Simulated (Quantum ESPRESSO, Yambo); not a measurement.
MgPdF₆ (space group R-3, No. 148). The geometry is that of Materials Project entry mp-7921, symmetrised and not relaxed again. Chain: norm-conserving PBEsol (Quantum ESPRESSO, 84 Ry, scalar-relativistic); G0W0 in Yambo (4×4×4 Γ-centred k mesh, bands 6 to 120 and a 6 Ry block in the screening, 120 bands in G with the Bruneval-Gonze terminator, plasmon pole fitted at 27.2 eV); BSE (4×4×4 mesh, 21 valence and 3 conduction bands, static screening with 69 bands and a 3 Ry block, scissor 3.19 eV, Tamm-Dancoff).

| Quantity | Value |
|---|---|
| PBEsol gap (dense path) | 1.89 eV |
| PBEsol gap F → F on the GW mesh | 1.89 eV |
| PBEsol smallest direct gap on the GW mesh, at F | 1.89 eV |
| G0W0 direct gap at that point | 5.08 eV |
| G0W0 correction to the gap F → F | 3.19 eV |
| direct gap on the BSE mesh, with the scissor | 5.08 eV |
| first BSE state allowed for light along x | 3.93 eV |
| lowest BSE state | 1.68 eV |
| binding of the lowest exciton | 3.40 eV |

Rough cost of the Yambo steps against G0W0 for 8 states: BSE about 1/3.

Convergence of the G0W0 settings was not tested. The BSE states are vertical excitations (zero momentum). Convergence of the binding with the mesh was not shown. Axes are Cartesian, with cell vectors (Å) (2.47, 1.42, 4.51), (-2.47, 1.42, 4.51), (0.00, -2.85, 4.51).

Spin-orbit splittings are left out.
